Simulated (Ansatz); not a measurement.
AlAs:
```
AlAs
1.0
    0.00000     2.86418     2.86418
    2.86418     0.00000     2.86418
    2.86418     2.86418     0.00000
As Al
1 1
Direct
  0.75000   0.75000   0.75000
  0.00000   0.00000   0.00000
```

DFT-PBE in the program Ansatz with PAW potentials gives a gap of 1.50 eV without spin–orbit coupling, maximum at Γ, minimum at X.

Q: What happens when spin–orbit coupling is switched on?

A: The gap shrinks by 0.09 eV, to 1.41 eV; maximum at Γ, minimum at X.

Q: How large is the spin–orbit splitting of the valence top at Γ?

A: The fourfold level lies 0.29 eV above the split-off pair.

Q: Give the electron effective mass with spin–orbit coupling.

A: 0.24, 0.24, 0.90 mₑ (principal values).

Q: Give the hole effective mass with spin–orbit coupling, band 1 of 2 at the edge.

A: 0.48 along [100], 0.91 along [110], 1.2 along [111] (mₑ).

Q: Give the hole effective mass with spin–orbit coupling, band 2 of 2 at the edge.

A: 0.14 along [100], 0.12 along [110], 0.12 along [111] (mₑ).

Space group F-43m (zinc blende). The cell was relaxed with PBE under the symmetry of its start; phonons on a q-mesh show no instability.

Potentials: the later of the program's two PAW sets.
